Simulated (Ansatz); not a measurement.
Crystals of one space group, with the same sites and like axis ratios (P4/nmm), relaxed and computed with plane-wave PAW PBE (Ansatz code).

```
crystal  a (Å)  V (Å³/atom)  ΔH_f (eV/atom)  spin order, net moment (μB/atom)
-------  -----  -----------  --------------  --------------------------------
Cr2C     3.123         9.20            0.23           ferromagnetic; net 0.18
Zr2C     3.647        15.44            0.07                not spin-polarised
Hf2C     3.635        15.11            0.19                not spin-polarised
W2C      3.510        12.62            0.97                not spin-polarised
```

Spin orders computed, not proven ground states: Cr2C, P4/nmm (Cr on 2a, Cr on 2c, C on 2c) ferromagnetic. Constructed cells (a structure type filled with these elements, in neither database checked): Cr2C, P4/nmm (Cr on 2a, Cr on 2c, C on 2c); Zr2C, P4/nmm (Zr on 2a, Zr on 2c, C on 2c); Hf2C, P4/nmm (Hf on 2a, Hf on 2c, C on 2c); W2C, P4/nmm (W on 2a, W on 2c, C on 2c). All cells were relaxed under the symmetry of their starts (and spin orders); stability against distortions was not tested throughout. Rows with no word on spin ran without spin polarisation. Scalar-relativistic: spin–orbit coupling is off unless named, which matters more the heavier the elements.

Potentials: the later of the program's two PAW sets.

Formation energies count from the lowest solids of the elements computed at the same level, not from gases.
